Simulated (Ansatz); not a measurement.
MgAlNO:
```yaml
crystal:
  lattice:
    - [3.17984, 0.00000, 0.00000]
    - [-1.58992, 2.75382, 0.00000]
    - [0.00000, 0.00000, 5.08314]
  atoms:
    - { symbol: Al, position: [0.33333, 0.66667, 0.50271] }
    - { symbol: Mg, position: [0.66667, 0.33333, 0.00659] }
    - { symbol: O, position: [0.33333, 0.66667, 0.14130] }
    - { symbol: N, position: [0.66667, 0.33333, 0.59938] }
```

Relaxed with PBEsol. Special points in fractions of this cell's reciprocal vectors: Γ (0.000, 0.000, 0.000); M (0.500, 0.000, 0.000); K (0.333, 0.333, 0.000); A (0.000, 0.000, 0.500); L (0.500, 0.000, 0.500); H (0.333, 0.333, 0.500).

Task: List the band energies nearest the valence-band maximum at these points for PBEsol in the plane-wave PAW code Ansatz.

Result: In eV from the valence-band maximum; about four levels below and three above (degenerate sets whole), none deeper than 8.9 eV; points with the same levels are listed once.

| k | below | above |
|---|---|---|
| Γ | -1.79 -1.79 -0.38 0.00 0.00 | 3.30 7.27 9.80 |
| M | -3.31 -2.33 -0.74 -0.65 | 5.88 6.74 8.46 |
| K | -3.30 -2.95 -2.24 -0.64 | 6.24 8.02 8.41 |
| A | -1.77 -1.77 -0.03 -0.03 | 5.62 6.07 10.40 |
| L | -2.32 -2.22 -0.83 -0.37 | 5.37 6.17 9.83 |
| H | -3.74 -2.89 -1.71 -0.02 | 7.00 7.23 8.19 |

Space group P3m1. The start of the workflow was typed in or built on a structure type; neither database checked (COD, Materials Project) lists it. Whether it is the stable phase at ambient conditions was not checked. The PBEsol relaxation kept the symmetry of its start; whether a distortion lowers the energy is not shown. The volume moved by -22 % from the start of the relaxation.

Potentials: the earlier of the program's two PAW sets. The files were generated under PBE; for other functionals the program regenerates the frozen cores, and for LDA and PBEsol the local potential too.
